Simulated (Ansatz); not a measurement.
## Re$_{2}$C: computed property card

Re2C:
```
Re2C
1.0
    2.82072     0.00000     0.00000
   -1.41036     2.44281     0.00000
    0.00000     0.00000     9.77833
Re C
4 2
Cartesian
  0.00000   1.62854   5.94934
  1.41036   0.81427   3.82898
  1.41036   0.81427   1.06018
  0.00000   1.62854   8.71815
  0.00000   1.62854   2.44458
  1.41036   0.81427   7.33374
```

Space group P6_3/mmc (No. 194); conventional cell a = b = 2.821 Å, c = 9.778 Å, α = β = 90.00°, γ = 120.00°.

Method: LDA (plane waves, PAW; program Ansatz). The cell and atoms are relaxed at this level. Other levels are named where they apply.

**Cell and energy**

- Volume per atom: 11.23 Å³
- Density: 18.95 g/cm³
- Formation energy from the elements (no fitted shifts): -117 meV/atom

**Electronic structure**

Electronic character: metallic (no gap)
Density of states at the Fermi level: 0.25 states/eV per atom (mean over ±0.08 eV)

**Mechanics**

* **Bulk modulus (Birch–Murnaghan fit)**: 441 GPa
* **Pressure derivative B′**: 4.5
* **Elastic constants (relaxed ions, GPa)**: C11 = 791, C12 = 250, C13 = 229, C33 = 1020, C44 = 278
* **Mechanical stability**: stable (all eigenvalues of C positive)
* **Hill bulk and shear moduli**: 444 and 289 GPa
* **Young's modulus**: 713 GPa
* **Poisson's ratio**: 0.23
* **Debye temperature from the elastic constants**: 576 K

**Phonons**

- Highest zone-centre frequency = 649 cm^-1
- Zone-centre stability = no imaginary mode at Γ

The first step of the workflow began from a Materials Project structure, measured or hypothetical; the Crystallography Open Database copy checked does not list it. Whether it is the stable phase at ambient conditions was not checked. Symmetry was held in the LDA relaxation. No spin polarisation was allowed. As this level gives no gap, shear constants depend on the k-mesh and smearing (Fermi–Dirac, 0.1 eV here). As this level gives no gap, phonon frequencies hold no LO–TO term and depend on the k-mesh and smearing (Fermi–Dirac, 0.1 eV here). The references are the lowest solids computed at this level, not always the standard phases. Spin–orbit coupling is left out wherever it is not named.

Potentials: the later of the program's two PAW sets.
